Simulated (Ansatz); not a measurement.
AgCl:
Space group Fm-3m (No. 225); a = b = c = 5.5449 Å, α = β = γ = 90.00°

```json
[
 {"atom": "Ag", "site": "4b", "symmetry": "m-3m", "x": "0.5000", "y": "0.5000", "z": "0.5000"},
 {"atom": "Cl", "site": "4a", "symmetry": "m-3m", "x": "0.0000", "y": "0.0000", "z": "0.0000"}
]
```
(The calculation used a cell of 2 atoms; values per cell refer to that cell.)

Relaxed with r²SCAN.

Q: Decompose the optical modes at the zone centre into irreducible representations, and say which are infrared and Raman allowed.

A: Point group m-3m: Γ_opt = T1u. Infrared: T1u. Raman: none.

Q: Assign frequencies (DFPT, DFT-r²SCAN in the program Ansatz with PAW potentials; without the LO–TO term).

A: T1u 115 cm⁻¹.

Symmetry was held in the r²SCAN relaxation; phonons on a q-mesh show no instability. The run is not spin-polarised.

Potentials: the later of the program's two PAW sets.
